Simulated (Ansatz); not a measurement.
# Kick test of a cell of Al2InSb3

The cell was found from a structure generator's guess, not taken from experiment.

All numbers below come from DFT PBE, scalar-relativistic, plane waves, PAW (Ansatz). Settings: cutoff 420 eV, Γ-centred mesh 12×12×4 on the computed 6-atom cell, Gaussian smearing of 0.02 eV; no spin polarisation.

The cell below (6 atoms, space group P3m1 (No. 156)) is relaxed within its symmetry.

```
Al In Sb
1.0
     4.49333    0.00000    0.00000
    -2.24666    3.89133    0.00000
     0.00000    0.00000   11.02718
Al In Sb
2 1 3
Direct
  0.33333 0.66667 0.41109
  0.66667 0.33333 0.08823
  0.00000 0.00000 0.75167
  0.00000 0.00000 0.01113
  0.33333 0.66667 0.65454
  0.66667 0.33333 0.33333
```

For the test a repeat of it with 12 atoms (edges 4.49, 7.78, 11.03 Å) was strained at random (σ = 1.5 % a component), the atoms were moved at random (σ = 0.05 Å), and all was relaxed again on a coarse 4×2×2 mesh (in the run’s order of axes) with 0.10 eV smearing, with no symmetry imposed.

These runs have no spin–orbit coupling, which can matter for Sb.

Question: Is the structure stable against such a distortion?

Answer: It returns, within 1 meV/atom of the unmoved cell on that mesh and with the same symmetry when read at 0.1 Å (Cm at 0.01 Å, so small strains and shifts remain). So it is stable against the distortions that fit this cell and that this random move excites. Modes that don't fit the cell aren't tested.
